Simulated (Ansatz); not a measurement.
Relaxed-ion elastic tensor of ZrN (rock salt, Fm-3m) in GPa (Voigt order), plane-wave PAW PBEsol (Ansatz code); density 7.41 g/cm³, 11.79 Å³ per atom.

```
584  112  112  0.0  0.0  0.0
112  584  112  0.0  0.0  0.0
112  112  584  0.0  0.0  0.0
0.0  0.0  0.0  125  0.0  0.0
0.0  0.0  0.0  0.0  125  0.0
0.0  0.0  0.0  0.0  0.0  125
```

Problem. Is the crystal mechanically stable?

Solution. Yes: the smallest eigenvalue of C is 125 GPa.

Problem. Work out the Voigt, Reuss and Hill averages.

Solution. K_V = 269, K_R = 269, K_H = 269; G_V = 170, G_R = 154, G_H = 162 GPa.

Problem. Give Young's modulus, Poisson's ratio, Pugh's ratio and the universal anisotropy index.

Solution. E = 9KG/(3K + G) = 405 GPa; ν = 0.25; K/G = 1.66 (near the Pugh limit of 1.75, no verdict); A_U = 5G_V/G_R + K_V/K_R − 6 = 0.50.

Problem. Estimate the sound speeds and the Debye temperature.

Solution. v_l = √((K + 4G/3)/ρ) = 8090 m/s, v_t = √(G/ρ) = 4670 m/s, mean 5190 m/s; Θ = (h/k)(3n/4πV)^(1/3) v_m = 679 K.

Problem. Give the Zener ratio and Young's modulus along [100], [110] and [111].

Solution. A = 2C44/(C11 − C12) = 0.53; 1/E = S11 − 2(S11 − S12 − S44/2)Γ with Γ = 0, 1/4, 1/3 gives 548, 362, 325 GPa.

The cell was relaxed with PBEsol under the symmetry of its start. No spin polarisation was allowed. With an odd number of electrons in the cell and no spin polarisation, the count alone makes it a metal. As this level gives no gap, shear constants depend on the k-mesh and smearing (Fermi–Dirac, 0.1 eV here).

Potentials: the later of the program's two PAW sets.
